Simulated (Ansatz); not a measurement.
Consider the following.

BeTe:
```
CELL_PARAMETERS angstrom
      3.98522     0.00000     0.00000
     -1.99261     3.45130     0.00000
      0.00000     0.00000     6.58349
ATOMIC_POSITIONS crystal
  Be 0.66667 0.33333 0.50079
  Be 0.33333 0.66667 0.00079
  Te 0.66667 0.33333 0.87421
  Te 0.33333 0.66667 0.37421
```

This is the r²SCAN-relaxed structure. Cartesian axes are those of the cell as given.

Q: All from the program Ansatz at the r²SCAN level (PAW), unless another level is named. Predict the hole effective mass, band 1 of 2 at the edge.

A: 0.88 along x, 0.82 along z (mₑ).

Q: Give the HSE06 gap on the r²SCAN cell.

A: 2.92 eV.

Q: Next, the formation energy from the elements (no fitted shifts)?

A: -0.46 eV/atom.

Q: What about the hole effective mass with spin–orbit coupling?

A: 0.24, 0.24, 0.76 mₑ (principal values).

Q: Give the weight of the valence-edge state by species (Voronoi cells).

A: Te 75 %, Be 25 %.

Q: Predict the conduction-band minimum.

A: at M (3 equivalent valleys).

Space group P6_3mc (wurtzite). The workflow started from a Materials Project entry (that database holds measured and hypothetical structures alike); the Crystallography Open Database copy checked does not list it. COD files the formula under space group No. 216, so this cell is another polymorph or a model. Whether it is the stable phase at ambient conditions was not checked. The cell was relaxed with r²SCAN under the symmetry of its start; whether a distortion lowers the energy is not shown. The references are the lowest solids computed at this level, not always the standard phases. Spin–orbit coupling is left out wherever it is not named.

Potentials: the later of the program's two PAW sets.
